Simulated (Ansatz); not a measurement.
KSn2O2:
```yaml
crystal:
  lattice:
    - [3.83769, 0.00000, 0.00000]
    - [0.00000, 3.83769, 0.00000]
    - [0.00000, 0.00000, 8.76217]
  atoms:
    - { symbol: Sn, position: [0.00000, 0.50000, 0.13335] }
    - { symbol: Sn, position: [0.50000, 0.00000, 0.86665] }
    - { symbol: O, position: [0.50000, 0.50000, 0.00000] }
    - { symbol: O, position: [0.00000, 0.00000, 0.00000] }
    - { symbol: K, position: [0.00000, 0.00000, 0.50000] }
```

Relaxed with PBE+D3(BJ). Special points in fractions of this cell's reciprocal vectors: Γ (0.000, 0.000, 0.000); X (0.000, 0.500, 0.000); M (0.500, 0.500, 0.000); Z (0.000, 0.000, 0.500); R (0.000, 0.500, 0.500); A (0.500, 0.500, 0.500).

List the band energies nearest the Fermi level at these points for DFT-PBE+D3(BJ) with spin–orbit coupling in the program Ansatz with PAW potentials.

In eV from the Fermi level; about four levels below and three above (degenerate sets whole), none deeper than 8.9 eV; points with the same levels are listed once.

```json
[
 {"k": "Γ", "below": "-2.70 -2.70 -1.24 -1.24", "above": "0.62 0.62 1.81 1.81"},
 {"k": "X", "below": "-3.28 -3.28 -0.13 -0.13", "above": "0.06 0.06 1.88 1.88"},
 {"k": "M", "below": "-3.39 -3.39 -3.39 -3.39 -0.09 -0.09", "above": "0.03 0.03 2.25 2.25"},
 {"k": "Z", "below": "-3.25 -3.25 -0.41 -0.41", "above": "0.51 0.51 1.39 1.39"},
 {"k": "R", "below": "-0.17 -0.17 -0.12 -0.12", "above": "2.08 2.08 2.21 2.21"},
 {"k": "A", "below": "-3.38 -3.38 -3.38 -3.38", "above": "0.39 0.39 0.46 0.46"}
]
```

Space group P-4m2. The cell is a constructed one: a structure type filled with these elements; neither database checked (COD, Materials Project) lists it. Its standing as an ambient phase is unchecked. The PBE+D3(BJ) relaxation kept the symmetry of its start; of distortions, only those at the zone centre were tested. With an odd number of electrons in the cell and no spin polarisation, the count alone makes it a metal.

Potentials: the later of the program's two PAW sets.
